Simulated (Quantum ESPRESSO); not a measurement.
Simulation results for TaIn4OsPd2 (simulated cell), Ta4SnIrPdW (simulated cell), Ti6IrOs (simulated cell), InCu4Sn2Rh (simulated cell)

Calculation on a made-up metal alloy cell, not a measurement, with one named mistake planted (healthy values lack it): no spin or spin-orbit, unrelaxed, 2900 K smearing, stress positive in tension, cell energy less the intended atoms' offsets; periodic Kohn-Sham density functional theory in plane waves with PseudoDojo standard norm-conserving scalar-relativistic pseudopotentials, each functional with its own files (v0.5 for PBE, v0.4.1 for LDA and PBEsol), eight atoms on drawn sites of a strained close-packed or body-centred lattice, each displaced and held fixed; the energy is the cell's free energy, ions and the entropy term -TS included, at the stated Fermi-Dirac width, less a fixed offset for each atom's element (shifted free energy); compositions with an open d shell lost a parallel starting moment in a cheaper test run, and other magnetic orders were not tried; an error bar is the largest change of its kind in a tighter rerun, never given below 0.002 eV, 0.02 GPa or 0.003 eV/angstrom, and covers cutoff and k-mesh only, not smearing or the files. Program: Quantum ESPRESSO 7.5.

Settings shared by all entries: intended functional pbe; fermi dirac smearing 0.25 eV; intended electrons removed 0; run command mpirun -np 4 pw.x -nk 4 -in in; structure shown the intended cell.

Notes on all entries: a spin test at this wide smearing found no moment, but such smearing suppresses magnetism that the real alloy may have; lattice, volume and sites are drawn at random and may be unstable or far from any real phase; energies are for the whole cell, less offsets fitted to these runs, so they are not formation energies.

(1) TaIn4OsPd2 (simulated cell)

```xyz
8
Lattice="3.1216 0.0585 5.1610 3.0892 0.0274 -5.1417 -3.0310 5.3315 0.0065" Properties=species:S:1:pos:R:3 TaIn4OsPd2
Pd     0.0091    -0.0056     0.0219
Os    -1.5530     2.6385     0.0041
Ta     3.0869     1.8463    -2.5340
Pd     1.5731     4.5041    -2.5328
In     3.1062     0.0359    -0.0166
In     1.5546     2.7244     0.0069
In     3.1887     1.8635     2.5716
In     1.5828     4.5202     2.6150
```

```
lattice type                     : hexagonal close-packed
cutoff                           : 1116 eV
healthy entropy term negative ts : -1.279 eV
healthy pressure                 : -12.52 GPa
healthy stress xx                : 14.29 GPa
healthy stress yy                : 9.78 GPa
healthy stress zz                : 13.48 GPa
healthy stress yz                : -1 GPa
healthy stress xz                : -0.26 GPa
healthy stress xy                : 3.73 GPa
fault kind                       : wrong functional
fault functional                 : lda
run processor                    : Intel Xeon, 2023 or later, virtual cores
k mesh                           : 5 x 5 x 4 shifted half a step off Gamma on each axis
healthy shifted free energy      : 1.277 eV
faulty entropy term negative ts  : -1.301 eV
faulty pressure                  : -19.9 GPa
faulty stress xx                 : 21.69 GPa
faulty stress yy                 : 17.33 GPa
faulty stress zz                 : 20.66 GPa
faulty stress yz                 : -0.97 GPa
faulty stress xz                 : -0.26 GPa
faulty stress xy                 : 3.43 GPa
faulty shifted free energy       : 49.36 eV
```

Atoms:
```tsv
atoms element	atom site	atom energy offset (eV)
Pd	1	-3687.45
Os	2	-2753.07
Ta	3	-1771.44
Pd	4	-3687.45
In	5	-1808.02
In	6	-1808.02
In	7	-1808.02
In	8	-1808.02
```

Healthy forces:
```tsv
site	x (eV/Å)	y (eV/Å)	z (eV/Å)
1	-0.091	-0.008	0.341
2	-0.139	-0.231	0.006
3	0.547	0.342	-0.508
4	0.051	0.01	-0.349
5	-0.139	-0.085	-0.366
6	-0.033	-0.075	-0.262
7	-0.321	0.199	0.482
8	0.125	-0.152	0.657
```

Faulty forces:
```tsv
site	x (eV/Å)	y (eV/Å)	z (eV/Å)
1	-0.072	-0.006	0.372
2	-0.158	-0.242	0.042
3	0.483	0.334	-0.486
4	0.023	-0.019	-0.347
5	-0.105	-0.076	-0.423
6	-0.03	-0.061	-0.296
7	-0.239	0.205	0.468
8	0.098	-0.134	0.67
```

Notes: heavy elements are run without spin-orbit coupling, which real alloys of them have; another functional or element uses other pseudopotential files, so its energy jump is mostly a change of zero; error bars of the healthy run: energy 0.0024 eV, stress 0.038 GPa, force 0.003 eV/Å, from a tighter rerun of this or a related cell; 16 SCF iterations, 292 s of wall time on a shared machine.

(2) Ta4SnIrPdW (simulated cell)

```xyz
8
Lattice="-0.0457 4.0990 -0.0162 -4.0263 0.0619 -4.1019 -4.1121 0.0296 4.1877" Properties=species:S:1:pos:R:3 Ta4SnIrPdW
Pd    -0.1369     0.1307    -0.1720
Sn    -2.1203    -0.0275     2.0705
W     -2.0406     0.0482    -1.9622
Ta    -4.1708    -0.1127    -0.0802
Ta    -2.1199     2.1311     0.0707
Ta    -4.0500     2.1290     2.0233
Ir    -4.2410     2.0472    -2.0171
Ta    -5.8794     2.0941     0.0581
```

```
lattice type                     : face-centred cubic
cutoff                           : 1116 eV
healthy entropy term negative ts : -1.509 eV
healthy pressure                 : 9.91 GPa
healthy stress xx                : -9.66 GPa
healthy stress yy                : -10.8 GPa
healthy stress zz                : -9.29 GPa
healthy stress yz                : -1.58 GPa
healthy stress xz                : -3.29 GPa
healthy stress xy                : -3.65 GPa
fault kind                       : wrong functional
fault functional                 : lda
run processor                    : Intel Xeon, 2023 or later, virtual cores
k mesh                           : 6 x 4 x 4 shifted half a step off Gamma on each axis
healthy shifted free energy      : 0.477 eV
faulty entropy term negative ts  : -1.524 eV
faulty pressure                  : -3.35 GPa
faulty stress xx                 : 3.67 GPa
faulty stress yy                 : 2.41 GPa
faulty stress zz                 : 3.97 GPa
faulty stress yz                 : -1.52 GPa
faulty stress xz                 : -2.96 GPa
faulty stress xy                 : -3.25 GPa
faulty shifted free energy       : 17.73 eV
```

Atoms:
```tsv
atoms element	atom site	atom energy offset (eV)
Pd	1	-3687.45
Sn	2	-2144.16
W	3	-2063.48
Ta	4	-1771.44
Ta	5	-1771.44
Ta	6	-1771.44
Ir	7	-3133.86
Ta	8	-1771.44
```

Healthy forces:
```tsv
site	x (eV/Å)	y (eV/Å)	z (eV/Å)
1	1.425	-0.34	1.268
2	0.62	1.087	-0.201
3	-1.425	-0.096	-1.642
4	2.303	2.342	0.569
5	1.031	-1.138	-2.304
6	-2.119	-0.853	1.918
7	1.607	-0.012	-1.414
8	-3.442	-0.99	1.805
```

Faulty forces:
```tsv
site	x (eV/Å)	y (eV/Å)	z (eV/Å)
1	1.138	-0.232	1.005
2	0.612	0.986	-0.183
3	-1.282	-0.081	-1.374
4	2.07	1.978	0.435
5	0.955	-1.011	-2.123
6	-2.079	-0.749	1.628
7	1.358	-0.022	-1.105
8	-2.773	-0.869	1.717
```

Notes: the tin pseudopotential is less sure than most, with forces differing by about three percent from a second method on plain tin; heavy elements are run without spin-orbit coupling, which real alloys of them have; another functional or element uses other pseudopotential files, so its energy jump is mostly a change of zero; error bars of the healthy run: energy 0.0096 eV, stress 0.049 GPa, force 0.0081 eV/Å, from a tighter rerun of this or a related cell; 18 SCF iterations, 297 s of wall time on a shared machine.

(3) Ti6IrOs (simulated cell)

```xyz
8
Lattice="4.2554 -2.4569 0.0000 -2.8370 0.0000 -4.4572 2.8370 4.9138 0.0000" Properties=species:S:1:pos:R:3 Ti6IrOs
Ir     0.0000    -0.0783    -0.1487
Os     1.3254     2.4179    -0.0174
Ti     0.0619     1.6867    -2.1998
Ti     1.4196     4.0811    -2.1579
Ti     2.9257    -0.0299    -0.0068
Ti     4.2883     2.4717     0.0316
Ti     1.4737    -0.8693    -2.1763
Ti     2.8489     1.7779    -2.2422
```

```
lattice type                     : hexagonal close-packed
cutoff                           : 1143 eV
healthy entropy term negative ts : -2.212 eV
healthy pressure                 : 8.1 GPa
healthy stress xx                : -6.93 GPa
healthy stress yy                : -7.91 GPa
healthy stress zz                : -9.46 GPa
healthy stress yz                : 0.15 GPa
healthy stress xz                : -0.06 GPa
healthy stress xy                : -3.94 GPa
fault kind                       : atoms exchanged
fault first exchanged site       : 1
fault second exchanged site      : 6
run processor                    : Intel Xeon, 2023 or later, virtual cores
k mesh                           : 6 x 5 x 4 shifted half a step off Gamma on each axis
healthy shifted free energy      : -0.985 eV
faulty entropy term negative ts  : -2.249 eV
faulty pressure                  : 8.14 GPa
faulty stress xx                 : -8.96 GPa
faulty stress yy                 : -5.77 GPa
faulty stress zz                 : -9.68 GPa
faulty stress yz                 : 0.09534 GPa
faulty stress xz                 : 0.32 GPa
faulty stress xy                 : 1.13 GPa
faulty shifted free energy       : -1.062 eV
```

Atoms:
```tsv
atoms element	atom site	atom energy offset (eV)
Ir	1	-3133.86
Os	2	-2753.07
Ti	3	-1615.4
Ti	4	-1615.4
Ti	5	-1615.4
Ti	6	-1615.4
Ti	7	-1615.4
Ti	8	-1615.4
```

Healthy forces:
```tsv
site	x (eV/Å)	y (eV/Å)	z (eV/Å)
1	0.621	-0.168	0.879
2	0.802	-0.136	0.562
3	-0.244	-0.331	-0.091
4	-0.088	0.3	-0.095
5	-0.646	0.508	0.504
6	-0.731	0.062	0.026
7	0.156	0.567	-1.227
8	0.13	-0.802	-0.559
```

Faulty forces:
```tsv
site	x (eV/Å)	y (eV/Å)	z (eV/Å)
1	0.018	-0.355	1.643
2	0.423	-0.545	0.29
3	0.011	0.3	-1.195
4	-0.629	0.052	-0.553
5	-0.151	0.676	0.264
6	-0.335	0.256	0.232
7	0.841	0.132	-0.74
8	-0.178	-0.516	0.06
```

Notes: heavy elements are run without spin-orbit coupling, which real alloys of them have; error bars of the healthy run: energy 0.002 eV, stress 0.057 GPa, force 0.0068 eV/Å, from a tighter rerun of this or a related cell; 19 SCF iterations, 281 s of wall time on a shared machine.

(4) InCu4Sn2Rh (simulated cell)

```xyz
8
Lattice="0.0310 0.0698 -4.6791 0.0415 4.8385 -0.0723 5.4388 0.0479 -0.0371" Properties=species:S:1:pos:R:3 InCu4Sn2Rh
Sn     0.0163     0.0308     0.0382
Cu     2.7113     0.0095    -0.0123
Rh     1.4134     2.4463    -0.0538
Sn     4.1073     2.4891    -0.0276
In    -0.0112     1.6337    -2.3952
Cu     2.7599     1.6834    -2.3654
Cu     1.3897     4.0696    -2.4149
Cu     4.1630     4.0666    -2.4230
```

```
lattice type                     : hexagonal close-packed
cutoff                           : 1252 eV
healthy entropy term negative ts : -0.609 eV
healthy pressure                 : 11.09 GPa
healthy stress xx                : -6.44 GPa
healthy stress yy                : -13.1 GPa
healthy stress zz                : -13.74 GPa
healthy stress yz                : -0.98 GPa
healthy stress xz                : -0.67 GPa
healthy stress xy                : 2.76 GPa
fault kind                       : atoms exchanged
fault first exchanged site       : 1
fault second exchanged site      : 8
run processor                    : AMD EPYC, Zen 5, virtual cores
k mesh                           : 5 x 5 x 4 shifted half a step off Gamma on each axis
healthy shifted free energy      : -0.028 eV
faulty entropy term negative ts  : -0.675 eV
faulty pressure                  : 11.47 GPa
faulty stress xx                 : -6.42 GPa
faulty stress yy                 : -13.33 GPa
faulty stress zz                 : -14.65 GPa
faulty stress yz                 : -0.71 GPa
faulty stress xz                 : -0.65 GPa
faulty stress xy                 : 2.3 GPa
faulty shifted free energy       : 0.26 eV
```

Atoms:
```tsv
atoms element	atom site	atom energy offset (eV)
Sn	1	-2144.16
Cu	2	-5159.25
Rh	3	-3191.96
Sn	4	-2144.16
In	5	-1808.02
Cu	6	-5159.25
Cu	7	-5159.25
Cu	8	-5159.25
```

Healthy forces:
```tsv
site	x (eV/Å)	y (eV/Å)	z (eV/Å)
1	1.875	-1.767	-0.768
2	-0.083	0.141	-0.058
3	-0.081	-0.085	-0.058
4	-3.005	0.8	-0.476
5	1.747	0.66	1.08
6	-0.351	-0.093	-0.015
7	0.728	-0.048	0.154
8	-0.83	0.392	0.141
```

Faulty forces:
```tsv
site	x (eV/Å)	y (eV/Å)	z (eV/Å)
1	0.781	-0.339	-0.193
2	-0.65	0.259	-0.033
3	-0.206	-0.269	-0.046
4	-1.254	-0.915	-0.923
5	3.423	-0.938	0.497
6	-0.896	-0.222	-0.042
7	0.586	0.073	0.116
8	-1.783	2.35	0.624
```

Notes: the copper pseudopotential is less sure than most, with forces differing by about three percent and pressure by about two GPa from a second method on plain copper; the tin pseudopotential is less sure than most, with forces differing by about three percent from a second method on plain tin; error bars of the healthy run: energy 0.011 eV, stress 0.08 GPa, force 0.011 eV/Å, from a tighter rerun of this or a related cell; 14 SCF iterations, 152 s of wall time on a shared machine.
